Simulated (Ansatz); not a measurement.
Mg2TeS in space group R3m (No. 160; Mg on 3a, Mg on 3a, Te on 3a, S on 3a), DFT-PBEsol in the program Ansatz with PAW potentials. The conduction-band minimum lies at Γ, with 1 equivalent valley. Second derivatives d²E/dk² of the lowest band at one valley (eV·Å²), along Cartesian directions:

```csv
direction,d²E/dk²
[100],32.30
[010],32.30
[001],38.09
[110],32.30
[101],35.20
[011],35.20
```

**Question.** Find the principal effective masses, the density-of-states mass and the conductivity mass.

**Answer.** Off-diagonal terms follow from H_xy = H[110] − (H_xx + H_yy)/2, and m*/mₑ = 7.620 eV·Å² over each eigenvalue: 0.20, 0.24, 0.24. One valley's DOS mass (m₁m₂m₃)^(1/3) = 0.22, conductivity mass 3/(Σ 1/mᵢ) = 0.22 mₑ.

**Question.** What effective density of states Nc follows at 300 K for parabolic valleys?

**Answer.** Nc = 2.509e19 × 1 × (0.22)^(3/2) ≈ 2.6e18 cm⁻³.

The workflow started from a Materials Project entry (that database holds measured and hypothetical structures alike); the Crystallography Open Database copy checked does not list it. Whether it is the stable phase at ambient conditions was not checked. The PBEsol relaxation kept the symmetry of its start; whether a distortion lowers the energy is not shown. Scalar-relativistic: spin–orbit coupling is off unless named, which matters more the heavier the elements.

Potentials: the later of the program's two PAW sets.

Edges and masses are those of Kohn–Sham bands, whose gap is no quasiparticle gap.
